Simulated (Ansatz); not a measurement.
Total density of states per atom from r²SCAN in the plane-wave PAW code Ansatz, in 0.25 eV bins, energy from the valence-band maximum:

| E (eV) | states/eV/atom |
|---|---|
| -7.85 | 0.00 |
| -7.60 | 0.00 |
| -7.35 | 0.00 |
| -7.10 | 0.00 |
| -6.85 | 0.00 |
| -6.60 | 0.00 |
| -6.35 | 0.00 |
| -6.10 | 0.00 |
| -5.85 | 0.00 |
| -5.60 | 0.00 |
| -5.35 | 0.00 |
| -5.10 | 0.00 |
| -4.85 | 0.00 |
| -4.60 | 0.00 |
| -4.35 | 0.00 |
| -4.10 | 0.00 |
| -3.85 | 0.00 |
| -3.60 | 0.22 |
| -3.35 | 0.58 |
| -3.10 | 0.83 |
| -2.85 | 0.52 |
| -2.60 | 0.37 |
| -2.35 | 0.45 |
| -2.10 | 0.91 |
| -1.85 | 0.94 |
| -1.60 | 0.88 |
| -1.35 | 0.76 |
| -1.10 | 0.65 |
| -0.85 | 0.49 |
| -0.60 | 0.25 |
| -0.35 | 0.12 |
| -0.10 | 0.03 |
| 0.15 | 0.00 |
| 0.40 | 0.00 |
| 0.65 | 0.13 |
| 0.90 | 0.32 |
| 1.15 | 0.51 |
| 1.40 | 0.40 |
| 1.65 | 1.43 |
| 1.90 | 6.07 |
| 2.15 | 1.65 |
| 2.40 | 0.96 |

Which of these materials gives this?
A) Li, bcc (W type)
B) LiF, rock salt
C) LiRh, P-6m2 (Li on 1b, Rh on 1e)
D) Li3LaBi2, P-3m1 (Li on 2d, Li on 1b, La on 1a, Bi on 2d)

D, Li3LaBi2, P-3m1 (Li on 2d, Li on 1b, La on 1a, Bi on 2d). Top 1 eV of the valence band: Bi 6p 77 %, La 5d 13 %, La 4f 6 %. Bottom 1 eV of the conduction band: La 5d 61 %, La 4f 15 %, Bi 6p 9 %, Li 2s 6 %, outside the projected shells 7 %. Projections are on Löwdin-orthogonalised atomic valence shells; empty p or d shells of many metals are not among them.

The workflow started from a Materials Project entry (that database holds measured and hypothetical structures alike); the Crystallography Open Database files this formula in space group No. 164, but the cells were not matched. Whether it is the stable phase at ambient conditions was not checked. Symmetry was held in the r²SCAN relaxation; whether a distortion lowers the energy is not shown. Spin–orbit coupling is left out wherever it is not named.

Potentials: the later of the program's two PAW sets.
